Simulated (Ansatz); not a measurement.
## Hf2SnTe6: relaxed-ion elastic tensor

All numbers below come from DFT PBE, scalar-relativistic, plane waves, PAW in Ansatz. Cutoff 420 eV, 6×6×6 k-points (Γ-centred), Fermi-Dirac smearing of 0.15 eV. No spin polarisation.

Equilibrium structure at this level:
```
CELL_PARAMETERS angstrom
7.10385 0.00000 0.00000
-3.55192 6.15211 0.00000
0.00000 0.00000 6.86914
ATOMIC_POSITIONS crystal
Hf 0.66667 0.33333 0.00000
Hf 0.33333 0.66667 0.00000
Sn 0.00000 0.00000 0.00000
Te 0.64605 0.64605 0.25673
Te 0.35395 0.00000 0.25673
Te 0.00000 0.35395 0.25673
Te 0.00000 0.64605 0.74327
Te 0.64605 0.00000 0.74327
Te 0.35395 0.35395 0.74327
```

The structure comes from a generated guess, relaxed at this level; another structure or a mixture of phases may lie lower. In a metal, frequencies and elastic constants depend on the k mesh and the smearing, soft modes and shear constants most. Spin–orbit coupling is left out, which matters for heavy elements. No dispersion correction is applied, so modes and constants that involve weak contacts between layers, chains or molecules come out too soft.

(1) Give the relaxed-ion elastic constants (GPa, Voigt order xx yy zz yz xz xy, on the Cartesian axes of the cell above).

(2) Is the crystal stable against homogeneous strain?

Results:

(1)
```
50.7 16.3  8.7  0.0  1.1  0.0
16.3 50.7  8.7  0.0 -1.1  0.0
 8.7  8.7  9.8  0.0  0.0  0.0
 0.0  0.0  0.0  5.6  0.0 -1.1
 1.1 -1.1  0.0  0.0  5.6  0.0
 0.0  0.0  0.0 -1.1  0.0 17.2
```

(2) Too close to call: the least eigenvalue is 5.5 GPa, within what the k mesh leaves open in a metal.
